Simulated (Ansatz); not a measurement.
Relaxed-ion elastic tensor of Mg (bcc (W type), Im-3m) in GPa (Voigt order), the program Ansatz at the LDA level (PAW); density 1.87 g/cm³, 21.59 Å³ per atom.

```
37.6  39.2  39.2   0.0   0.0   0.0
39.2  37.6  39.2   0.0   0.0   0.0
39.2  39.2  37.6   0.0   0.0   0.0
 0.0   0.0   0.0  32.3   0.0   0.0
 0.0   0.0   0.0   0.0  32.3   0.0
 0.0   0.0   0.0   0.0   0.0  32.3
```

Q: Is the crystal mechanically stable?

A: No: the smallest eigenvalue of C is -1.6 GPa.

The first step of the workflow began from a Materials Project structure, measured or hypothetical; the Crystallography Open Database copy checked does not list it. It is not the phase usual at ambient conditions (space group No. 194). The cell was relaxed with LDA under the symmetry of its start. At this level the phase is mechanically unstable. As this level gives no gap, shear constants depend on the k-mesh and smearing (Fermi–Dirac, 0.1 eV here).

Potentials: the earlier of the program's two PAW sets. The files were generated under PBE; for other functionals the program regenerates the frozen cores, and for LDA and PBEsol the local potential too.
